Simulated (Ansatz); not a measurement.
CdSe (zinc blende, F-43m), the program Ansatz at the LDA level (PAW). The conduction-band minimum lies at Γ, with 1 equivalent valley. Second derivatives d²E/dk² of the lowest band at one valley (eV·Å²), along Cartesian directions:

```
direction  d²E/dk²
---------  -------
[100]        190.6
[010]        190.6
[001]        190.6
[110]        190.5
[101]        190.5
[011]        190.5
```

Task: Find the principal effective masses, the density-of-states mass and the conductivity mass.

Result: Off-diagonal terms follow from H_xy = H[110] − (H_xx + H_yy)/2, and m*/mₑ = 7.620 eV·Å² over each eigenvalue: 0.040, 0.040, 0.040. One valley's DOS mass (m₁m₂m₃)^(1/3) = 0.040, conductivity mass 3/(Σ 1/mᵢ) = 0.040 mₑ.

Task: What effective density of states Nc follows at 300 K for parabolic valleys?

Result: Nc = 2.509e19 × 1 × (0.040)^(3/2) ≈ 2.0e17 cm⁻³.

Task: With the computed static dielectric constant 11.8 (mean of the diagonal), estimate a hydrogenic donor's binding energy and radius.

Result: E = 13.606 eV × 0.040/11.8² ≈ 3.9 meV; a = 0.529 Å × ε/m* ≈ 160 Å. Semilocal masses tend to be too small where the gap is.

Task: With ε∞ = 8.64 and ω_LO = 204 cm⁻¹, what Fröhlich coupling constant follows?

Result: α = (1/ε∞ − 1/ε0) √(m* × 13.606 eV/ħω_LO) = 0.14.

Symmetry was held in the LDA relaxation; phonons on a q-mesh show no instability. Spin–orbit coupling is left out wherever it is not named.

Potentials: the later of the program's two PAW sets.
